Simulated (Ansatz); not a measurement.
TaN (rock salt, space group No. 225) at seven volumes, the program Ansatz at the PBE level (PAW), scaled uniformly. One row is withheld.

| V (Å³/atom) | P (GPa) |
|---|---|
| 9.803 | 38.30 |
| 10.127 | ? |
| 10.450 | 10.74 |
| 10.773 | 0.00 |
| 11.096 | -9.12 |
| 11.419 | -16.86 |
| 11.743 | -23.42 |

### Question
Fit the shown pressures and predict the withheld one.

### Answer
P = (3/2)B₀(x^(7/2) − x^(5/2))[1 + (3/4)(B′ − 4)(x − 1)] with x = (V₀/V)^(2/3). Least squares on the six rows gives V₀ = 10.773 Å³/atom, B₀ = 329 GPa, B′ = 4.44. At V = 10.127, x = 1.0421 and P = 23.34 GPa. The run itself gave 23.39 GPa.

Space group Fm-3m (rock salt). The cell was relaxed with PBE under the symmetry of its start. The run is not spin-polarised. Scalar-relativistic: spin–orbit coupling is off unless named, which matters more the heavier the elements.

Potentials: the later of the program's two PAW sets.
